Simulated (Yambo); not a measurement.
G0W0@PBEsol for CsCaF$_{3}$ (cubic perovskite, space group Pm-3m, No. 221) in Yambo. Reference settings: 2×2×2 Γ-centred k mesh, 272 bands and a 7 Ry block in the screening, 272 bands in G with the Bruneval-Gonze terminator, plasmon pole fitted at 27.2 eV. The PBEsol gap Γ → Γ on this mesh is 6.97 eV; G0W0 gaps are taken between the same points.

The settings were changed. The gap went from 10.25 eV to 10.13 eV, and the shift of the valence edge from -2.17 eV to -1.84 eV.

### Question
Name the change that produced these shifts.
A) 108 bands in W, 108 bands in G
B) 176 bands in G, no terminator
C) 176 bands in G
D) 132 bands in W

### Answer
B, 176 bands in G, no terminator. The others gave (gap, valence shift): 132 bands in W: 10.44, -2.10 eV; 176 bands in G: 10.26, -2.17 eV; 108 bands in W, 108 bands in G: 10.58, -2.07 eV.

Geometry of the Materials Project entry, not relaxed at this level; primitive cell a = b = c = 4.5205 Å, α = β = γ = 90.00°.

The structure is a Materials Project entry; no match was found in the copy of COD used, and its stability was not checked.

A shift is the quasiparticle energy of the state minus its PBEsol energy.
